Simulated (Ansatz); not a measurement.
# Conduction electrons in K (Fm-3m)

```
K
1.0
     0.00000    3.28940    3.28940
     3.28940    0.00000    3.28940
     3.28940    3.28940    0.00000
K
1
Cartesian
  0.0000 0.0000 0.0000
```

The conventional cell has a = 6.579 Å, b = 6.579 Å, c = 6.579 Å, α = 90.00°, β = 90.00°, γ = 90.00°.

Unless marked otherwise, the numbers come from PBEsol, all-electron LAPW in Ansatz 0.2.0, scalar-relativistic. k mesh 14×14×14, fine mesh 20×20×20, Fermi-Dirac smearing of 0.080 eV, basis error target 1 meV/atom. The cell was relaxed by PAW under this functional, which moved its volume by +121 % from the database entry's. The structure is one entry of a database and needn't be the stable phase.

Levels and slopes are solved on a 20×20×20 mesh, and each state is taken as quadratic over its cell.

Task: What is the density of states at the Fermi level, and which bare Sommerfeld coefficient follows?

Result: N(E_F) = 0.768 states/eV/atom (both spins), so γ = (π²/3) k_B² N(E_F) = 1.81 mJ/(mol-atom K²) without electron-phonon or spin-fluctuation enhancement.

Task: What Drude plasma energy and σ/τ do the band velocities give?

Result: (ħω_p,α)² = (e²/ε₀VN_k) Σ_nkσ (∂E/∂k_α)² δ(E − E_F) gives ħω_p = (4.30, 4.30, 4.30) eV along x, y, z, and σ/τ = ε₀ω_p² = 3.78×10²⁰ Ω⁻¹m⁻¹s⁻¹ along x. Weighted by the density of states, the mean Fermi speed is 0.809×10⁶ m/s; the surface has an area of 7.13 Å⁻² for each spin direction.

Task: Which bands cross the Fermi level, and what do they carry?

Result: 

| band | filled part | N (states/eV/cell) | speed (10⁶ m/s) | 5th to 95th percentile | area (Å⁻²) | filling |
| --- | --- | --- | --- | --- | --- | --- |
| 1 | 0.50 | 0.768 | 0.809 | 0.78 to 0.93 | 7.13 | partly filled |

Task: Map the plane k₃ = 0 of the mesh: how many bands lie under the Fermi level at each point, counted from the least on the plane?

Result: k₁ runs to the right and k₂ upwards, each from −½ to ½ with 0 in the middle (the axes needn't be at right angles):
```
00000000001111111000
00000000111111111100
00000001111111111110
00000111111111111111
00001111111111111111
00001111111111111111
00011111111111111111
00111111111111111111
00111111111111111111
01111111111111111111
01111111111111111110
01111111111111111110
01111111111111111100
01111111111111111000
01111111111111111000
01111111111111110000
00111111111111000000
00011111111110000000
00001111111000000000
00000000000000000000
```

Task: On PAW files the program sums the optical response inside the mesh cells, interband lines and its own Drude term. Where does ε₁ rise through zero (a sharp plasmon if ε₂ is small there), and how much light is reflected?

Result: 

- Fine mesh: 20, 20, 20
- Window top: 20 eV
- Line width: 0.15 eV
- Drude damping: 0.1 eV
- ε₁ rises through zero at x: 3.74 eV
- ε₂ there x: 0.12
- Plasma energy (x, y, z): 4.214, 4.214, 4.214 eV
- Reflectivity at 1 eV, x-polarised: 0.9473
- Reflectivity at 2 eV, x-polarised: 0.9073
- Reflectivity at 3 eV, x-polarised: 0.7516

The plasma energy here is the program's own sum at the run's smearing; it differs from the value above by up to 2 %, through mesh and smearing.

Task: What does PAW give for the same cell?

Result: N(E_F) = 0.768 states/eV/atom and ħω_p,x = 4.30 eV.

Known limits: these sums move with the mesh, by several per cent and more for small sheets; frozen-core PAW files fitted under PBE, their cores solved anew for the functional of the run.
